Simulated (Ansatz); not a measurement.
Ta₂O₅:
```yaml
crystal:
  lattice:
    - [3.83858, 0.00000, 0.00000]
    - [0.00000, 3.85726, 0.00000]
    - [-1.91721, 0.00000, 6.51428]
  atoms:
    - { symbol: Ta, position: [0.64583, 0.00000, 0.79157] }
    - { symbol: Ta, position: [0.35417, 0.00000, 0.20843] }
    - { symbol: O, position: [0.64975, 0.50000, 0.79895] }
    - { symbol: O, position: [0.35025, 0.50000, 0.20105] }
    - { symbol: O, position: [0.18518, 0.00000, 0.87020] }
    - { symbol: O, position: [0.81482, 0.00000, 0.12980] }
    - { symbol: O, position: [0.50000, 0.00000, 0.50000] }
```

Relaxed with r²SCAN. Special points in fractions of this cell's reciprocal vectors: Γ (0.000, 0.000, 0.000); Z (0.000, 0.500, 0.000); D (0.000, 0.500, 0.500); B (0.000, 0.000, 0.500); A (-0.500, 0.000, 0.500); E (-0.500, 0.500, 0.500); C2 (-0.500, 0.500, 0.000); Y2 (-0.500, 0.000, 0.000).

Q: List the band energies nearest the valence-band maximum at these points for r²SCAN in the plane-wave PAW code Ansatz.

A: In eV from the valence-band maximum; about four levels below and three above (degenerate sets whole), none deeper than 8.9 eV; points with the same levels are listed once.

```
k                     below           above
--  -----------------------  --------------
Γ   -0.97 -0.82 -0.64 -0.61  2.74 3.13 3.30
Z   -2.39 -1.87 -1.69 -0.31  4.85 5.99 6.20
D   -2.32 -1.85 -1.35 -0.32  4.68 5.97 6.00
B   -0.96 -0.89 -0.79 -0.78  2.70 3.18 3.24
A   -1.23 -1.18 -0.94 -0.76  3.03 3.63 4.48
E    -2.03 -0.65 -0.11 0.00  3.71 5.53 6.09
Y2  -1.22 -1.18 -0.94 -0.76  3.03 3.63 4.48
```

Space group Cmmm. The first step of the workflow began from a Materials Project structure, measured or hypothetical; the Crystallography Open Database copy checked does not list it. COD files the formula under space group No. 49. Its standing as an ambient phase is unchecked. Symmetry was held in the r²SCAN relaxation; phonons show weakly imaginary modes. No spin polarisation was allowed. Point labels and valley counts follow the cell and symmetry of the run, lower than the named group. Spin–orbit coupling is left out wherever it is not named.

Potentials: the earlier of the program's two PAW sets.
